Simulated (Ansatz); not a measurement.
Input file for Ansatz (a quantum-chemistry and plane-wave program):

Ansatz 0.2 input:
```yaml
crystal:
  lattice:
    - [2.5123124942, 0.0, 0.0]
    - [-1.2561562471, 2.1757264422, 0.0]
    - [0.0, 0.0, 12.3917351903]
  atoms:
    - { symbol: C, position: [0.6666666667, 0.3333333333, 0.354942388] }
    - { symbol: C, position: [0.3333333333, 0.6666666667, 0.645057612] }
    - { symbol: C, position: [0.3333333333, 0.6666666667, 0.854942388] }
    - { symbol: C, position: [0.6666666667, 0.3333333333, 0.145057612] }
    - { symbol: C, position: [0.6666666667, 0.3333333333, 0.0207631137] }
    - { symbol: C, position: [0.3333333333, 0.6666666667, 0.9792368863] }
    - { symbol: C, position: [0.3333333333, 0.6666666667, 0.5207631137] }
    - { symbol: C, position: [0.6666666667, 0.3333333333, 0.4792368863] }
    - { symbol: C, position: [0.0, 0.0, 0.6868326697] }
    - { symbol: C, position: [0.0, 0.0, 0.3131673303] }
    - { symbol: C, position: [0.0, 0.0, 0.1868326697] }
    - { symbol: C, position: [0.0, 0.0, 0.8131673303] }
kpoints:
  mp_grid: { grid: [13, 13, 3] }
hamiltonian:
  xc: r2scan
  pseudopotentials: { kind: paw }
scf:
  occupations: { method: fixed }
phonons:
  method: dfpt
  response_accuracy: low
  eigenvectors: true
  rigid_motions: translations
  dielectric: true
  raman: true
```

Output (shortened):

```
Pseudopotential: C, paw, valence charge 4
Functional definition: r2SCAN
Crystal: 12 atoms, lattice volume = 67.735 Å³
Basis set: ecut = 500 eV, 1719 PW (Γ), exchange–correlation on 100×100×480 points (125 copies of the dense FFT grid, shifted against one another)
Bands: 36, of which v1, the nominal top of the filled ones, is band 24 counted from 1 (23 counted from 0)
Symmetry: 24 space group operations
k-points: 140 of 507 (irreducible under 2 space group operations, time reversal used)
SCF 1 converged in 9 iterations: F = -3018.587650 eV  dr2 = 9.07e-12
── the response to a field inside a basis, on 14×14×4 k-points: an SCF that follows is theirs, and a resumed run solves both again ──
Crystal: 12 atoms, lattice volume = 67.735 Å³
Bands: 25, of which v1, the nominal top of the filled ones, is band 24 counted from 1 (23 counted from 0)
k-points: 112
SCF 1 converged in 6 iterations: F = -3018.478098 eV  dr2 = 3.13e-12
SCF converged after 9 iterations
Free energy (F): -3018.587650 eV
Harris-Foulkes:  -3018.587650 eV  (|F-HF|=0.00e0)
Internal energy: -3018.587650 eV  (E = F + TS)
E sigma→0 (E₀):  -3018.587650 eV
Fermi energy:    13.469392 eV
--- Per-component energies (eV) ---
  E_band       = 184.241268
  E_kinetic    = 1106.813461
  E_local      = -726.803632  (includes V_loc(G=0)·N_el)
  E_nonlocal   = 315.556533
  E_hartree    = 160.645430
  E_xc         = -575.735641
  E_vxc        = -795.610308  (∫ρ·V_xc dr)
  E_paw        = -1208.761194  (= ΣΔE_a)
  E_vpaw       = -78.987673  (= ΣTr[D̂ρ^β])
  E_aug_tail   = 0.000051  (compensation charges beyond the density's cutoff)
  E_vtau       = 41.981961  (kinetic-family band-sum trace: ∫τ·v_τ [+ j·A + Jᵃ·Aᵃ] dr)
  E_ewald      = -2090.005373
  E_core_change = -0.297285  (= ΣΔE_core)
  E_smearing   =  0.000000  (= −TS)
  E_closure    =  0.000000  (closes the sum)
  Σ components = -3018.587650   (vs F -3018.587650, Δ=0.00e0)
--- Band table (eV; the first three rows and the last of 140) ---
  k-point 0: bands = ["-9.3741", "-8.6200", "-8.5344", "-6.2811", "-6.2130", "-3.4777", "-0.7105", "3.3394", "3.4271", "9.2914", "9.3225", "10.3911", "10.3911", "10.9129", "10.9129", "10.9634", "10.9634", "12.3191", "12.3191", "12.4261", "12.4261", "13.3133", …
  k-point 1: bands = ["-9.2854", "-9.0203", "-7.9617", "-7.1825", "-5.1854", "-4.0987", "0.0601", "1.5921", "5.3112", "7.3102", "10.4530", "10.4530", "10.6369", "10.6369", "11.1798", "11.3438", "11.3438", "11.8316", "11.8316", "12.6815", "12.9010", "12.9010", …
  k-point 2: bands = ["-9.2210", "-8.4677", "-8.3825", "-6.1329", "-6.0655", "-3.3399", "-0.5716", "3.4488", "3.5364", "9.2887", "9.3215", "9.5975", "10.0411", "10.1629", "10.1975", "10.6130", "10.6291", "11.6175", "11.7404", "12.0824", "12.1534", "12.8050", …
  k-point 139: bands = ["-5.2722", "-5.0209", "-4.0288", "-3.3068", "-1.5076", "-0.5475", "1.3296", "1.7445", "2.4850", "2.8610", "3.8115", "4.3797", "4.4183", "4.8988", "5.3508", "5.3937", "6.3415", "6.6008", "7.2871", "7.4900", "7.8166", "8.5658", "9.7978", …
--- Phonons (Γ-DFPT): 6 representative perturbations + reference, on 140 of 507 k-points (Σ response iterations 36) ---
  ASR residual: 6.700e-4 → 0.000e0 eV/Å²; symmetrization residual: 1.387e-5 eV/Å²
  ASR residual per site (eV/Å²): 5.22e-4 5.22e-4 5.22e-4 5.22e-4 6.70e-4 6.70e-4 6.70e-4 6.70e-4 9.19e-5 9.19e-5 9.19e-5 9.19e-5
  Γ frequencies (cm⁻¹): 0.00 0.00 0.00 294.76 294.76 305.44 305.44 485.17 485.17 490.10 496.03 499.06 499.06 553.77 553.77 880.19 884.06 1058.08 1218.61 1218.61 1233.99 1233.99 1247.76 1247.76 1279.99 1292.94 1292.94 1293.94 1293.94 1300.38 1315.94 1322.05 …
  ε∞ (high-frequency dielectric tensor):
        5.716236     0.000000     0.000000
        0.000000     5.716236     0.000000
        0.000000     0.000000     5.880246
  ε⁰ (static dielectric tensor: ions relaxed, cell fixed):
        5.716452     0.000000     0.000000
        0.000000     5.716452     0.000000
        0.000000     0.000000     5.880328
  ε⁰ − ε∞ (ionic part):
        0.000215     0.000000     0.000000
        0.000000     0.000215     0.000000
        0.000000     0.000000     0.000082
  softest optical mode at Γ: 294.76 cm⁻¹; the repairs (sum rule, projections) moved no ω² at Γ by more than (5.15 cm⁻¹)²
  Born effective charges Z* (e; rows j = field, columns β = displacement):
    site 0:
         0.01338    0.00000    0.00000
         0.00000    0.01338    0.00000
         0.00000    0.00000   -0.01883
    site 1:
         0.01338    0.00000    0.00000
         0.00000    0.01338    0.00000
         0.00000    0.00000   -0.01883
    site 2:
         0.01338    0.00000    0.00000
         0.00000    0.01338    0.00000
         0.00000    0.00000   -0.01883
    site 3:
         0.01338    0.00000    0.00000
         0.00000    0.01338    0.00000
         0.00000    0.00000   -0.01883
    site 4:
         0.00755    0.00000    0.00000
         0.00000    0.00755    0.00000
         0.00000    0.00000    0.01018
    site 5:
         0.00755    0.00000    0.00000
         0.00000    0.00755    0.00000
         0.00000    0.00000    0.01018
    site 6:
         0.00755    0.00000    0.00000
         0.00000    0.00755    0.00000
         0.00000    0.00000    0.01018
    site 7:
         0.00755    0.00000    0.00000
         0.00000    0.00755    0.00000
         0.00000    0.00000    0.01018
    site 8:
        -0.02093    0.00000    0.00000
         0.00000   -0.02093    0.00000
         0.00000    0.00000    0.00865
    site 9:
        -0.02093    0.00000    0.00000
         0.00000   -0.02093    0.00000
         0.00000    0.00000    0.00865
    site 10:
        -0.02093    0.00000    0.00000
         0.00000   -0.02093    0.00000
         0.00000    0.00000    0.00865
    site 11:
        -0.02093    0.00000    0.00000
         0.00000   -0.02093    0.00000
         0.00000    0.00000    0.00865
  Z* charge neutrality: 8.689e-3 e pre-enforcement
  solved inside a basis spanned on kpoints, on 14×14×4 k-points transformed towards the longest dipole …
  Raman tensors (in the event stream and the table raman_tensors.tsv) …
  optical modes at Γ without the LO–TO term, one row a degenerate level:
      ω (cm⁻¹)  modes    IR ((D/Å)²/amu)  static Raman (Å⁴/amu)  depolarisation
        294.76      2             0.0000                 0.0000               —
        305.44      2             0.0000                 0.0155           0.750
        485.17      2             0.0000                 0.3031           0.750
        490.10      1             0.0000                 0.0000               —
        496.03      1             0.0000                 0.0000               —
        499.06      2             0.0020                 0.0000               —
        553.77      2             0.0000                 0.0000               —
        880.19      1             0.0004                 0.0000               —
        884.06      1             0.0000                 7.4712           0.063
       1058.08      1             0.0000                 0.0000               —
       1218.61      2             0.0000                43.0024           0.750
       1233.99      2             0.0083                 0.0000               —
       1247.76      2             0.0000                 3.2791           0.750
       1279.99      1             0.0000                 0.0000               —
       1292.94      2             0.0000               405.2751           0.750
       1293.94      2             0.0000                 0.0000               —
       1300.38      1             0.0000               235.9282           0.642
       1315.94      1             0.0000                 0.0000               —
       1322.05      1             0.0037                 0.0000               —
       1324.90      2             0.0000               246.1189           0.750
       1329.32      1             0.0000               241.2907           0.747
       1337.29      1             0.0000                 0.0000               —
  optical modes at Γ + LO–TO along q̂ = [1.0000, 0.0000, 0.0000]:
      ω (cm⁻¹)  modes    IR ((D/Å)²/amu)  static Raman (Å⁴/amu)  depolarisation
        294.76      2             0.0000                 0.0000               —
        305.44      2             0.0000                 0.0155           0.750
        485.17      2             0.0000                 0.3031           0.750
        490.10      1             0.0000                 0.0000               —
        496.03      1             0.0000                 0.0000               —
        499.06      1             0.0010                 0.0000               —
        499.06      1             0.0010                 0.0000               —
        553.77      2             0.0000                 0.0000               —
        880.19      1             0.0004                 0.0000               —
        884.06      1             0.0000                 7.4712           0.063
       1058.08      1             0.0000                 0.0000               —
       1218.61      2             0.0000                43.0024           0.750
       1233.99      1             0.0042                 0.0000               —
       1234.00      1             0.0042                 0.0000               —
       1247.76      2             0.0000                 3.2791           0.750
       1279.99      1             0.0000                 0.0000               —
       1292.94      2             0.0000               405.2751           0.750
       1293.94      2             0.0000                 0.0000               —
       1300.38      1             0.0000               235.9282           0.642
       1315.94      1             0.0000                 0.0000               —
       1322.05      1             0.0037                 0.0000               —
       1324.90      2             0.0000               246.1189           0.750
       1329.32      1             0.0000               241.2907           0.747
       1337.29      1             0.0000                 0.0000               —
  optical modes at Γ + LO–TO along q̂ = [0.0000, 1.0000, 0.0000]:
      ω (cm⁻¹)  modes    IR ((D/Å)²/amu)  static Raman (Å⁴/amu)  depolarisation
        294.76      2             0.0000                 0.0000               —
        305.44      2             0.0000                 0.0155           0.750
        485.17      2             0.0000                 0.3031           0.750
        490.10      1             0.0000                 0.0000               —
        496.03      1             0.0000                 0.0000               —
        499.06      1             0.0010                 0.0000               —
        499.06      1             0.0010                 0.0000               —
        553.77      2             0.0000                 0.0000               —
        880.19      1             0.0004                 0.0000               —
        884.06      1             0.0000                 7.4712           0.063
       1058.08      1             0.0000                 0.0000               —
       1218.61      2             0.0000                43.0024           0.750
       1233.99      1             0.0042                 0.0000               —
       1234.00      1             0.0042                 0.0000               —
       1247.76      2             0.0000                 3.2791           0.750
       1279.99      1             0.0000                 0.0000               —
       1292.94      2             0.0000               405.2751           0.750
       1293.94      2             0.0000                 0.0000               —
       1300.38      1             0.0000               235.9282           0.642
       1315.94      1             0.0000                 0.0000               —
       1322.05      1             0.0037                 0.0000               —
       1324.90      2             0.0000               246.1189           0.750
       1329.32      1             0.0000               241.2907           0.747
       1337.29      1             0.0000                 0.0000               —
  optical modes at Γ + LO–TO along q̂ = [0.0000, 0.0000, 1.0000]:
      ω (cm⁻¹)  modes    IR ((D/Å)²/amu)  static Raman (Å⁴/amu)  depolarisation
        294.76      2             0.0000                 0.0000               —
        305.44      2             0.0000                 0.0155           0.750
        485.17      2             0.0000                 0.3031           0.750
        490.10      1             0.0000                 0.0000               —
        496.03      1             0.0000                 0.0000               —
        499.06      2             0.0020                 0.0000               —
        553.77      2             0.0000                 0.0000               —
        880.19      1             0.0004                 0.0000               —
        884.06      1             0.0000                 7.4712           0.063
       1058.08      1             0.0000                 0.0000               —
       1218.61      2             0.0000                43.0024           0.750
       1233.99      2             0.0083                 0.0000               —
       1247.76      2             0.0000                 3.2791           0.750
       1279.99      1             0.0000                 0.0000               —
       1292.94      2             0.0000               405.2751           0.750
       1293.94      2             0.0000                 0.0000               —
       1300.38      1             0.0000               235.9282           0.642
       1315.94      1             0.0000                 0.0000               —
       1322.06      1             0.0037                 0.0000               —
       1324.90      2             0.0000               246.1189           0.750
       1329.32      1             0.0000               241.2907           0.747
       1337.29      1             0.0000                 0.0000               —
```

Cost: around 50 core-minutes (rough) on shared cores.

Space group P6_3/mmc. The workflow started from a Materials Project entry (that database holds measured and hypothetical structures alike). Its sites differ from those of the usual phase in this space group: another stacking or structure type. The r²SCAN relaxation kept the symmetry of its start; phonons on a q-mesh show no instability.

Potentials: the later of the program's two PAW sets.

Ansatz is a plane-wave DFT program.
